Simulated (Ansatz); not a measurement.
Trial structure of Te3O2, not yet relaxed:

```xyz
5
Lattice="-2.8853 2.8853 4.2002 2.8853 -2.8853 4.2002 2.8853 2.8853 -4.2002" Properties=species:S:1:pos:R:3 pbc="T T T"
Te    0.0000    2.8853    0.9005
Te    2.8853    0.0000    0.9005
Te    0.0000    0.0000    7.1892
O     2.8853    0.0000    3.1373
O     0.0000    2.8853    3.1373
```

All numbers below come from DFT PBE, scalar-relativistic, plane waves, PAW in Ansatz 0.2.0. Settings: cutoff 420 eV, Γ-centred mesh 4×4×4 on the computed 5-atom cell, Gaussian smearing of 0.10 eV; no spin polarisation.

The zero of energy is the elements' standard structures at the same level (O₂ as a molecule); no fitted shifts are applied.

Q: How far from equilibrium is it?

A: The pressure is -1.4 GPa (the mean over three directions, positive in compression), the largest force is 0.76 eV/Å, and the energy is +0.20 eV/atom against the elements. The shortest distance is 1.96 Å.

Q: How much does it gain on relaxing, and where does it end?

A: Relaxing gains about 0.30 eV/atom (the start's value is from the coarse mesh, so the gain is rough) in 19 ionic steps and ends at −0.10 eV/atom on the finer mesh. The symmetry stays I4mm (No. 107). The volume per atom grows by 6.2 %, from 28.0 to 29.7 Å³. The shortest distance goes from 1.96 Å (Te–O) to 1.88 Å (Te–O). Conventional cell: a = 5.835 Å, c = 8.724 Å. Te on a site of symmetry 2mm has 1 O at 1.88 Å, 1 O at 2.48 Å and 2 Te at 3.03 Å; Te on a site of symmetry 4mm is surrounded by 4 Te at 3.03 Å and 4 O at 3.35 Å; around O lie 1 Te at 1.88 Å, 1 Te at 2.48 Å and 2 Te at 3.35 Å.

The last run used a 10×10×10 mesh for its 5-atom cell and Gaussian smearing of 0.10 eV. Spin–orbit coupling, which can matter for Te, is left out. The reference form of Te is held partly by dispersion forces, which this level lacks. The relaxation can't lower the symmetry of the start. A structure relaxed within its symmetry needn't be a true minimum. Another cell of Te3O2 relaxed alike, in R-3m, lies 216 meV/atom lower, so this cell isn't the stable form at this level.
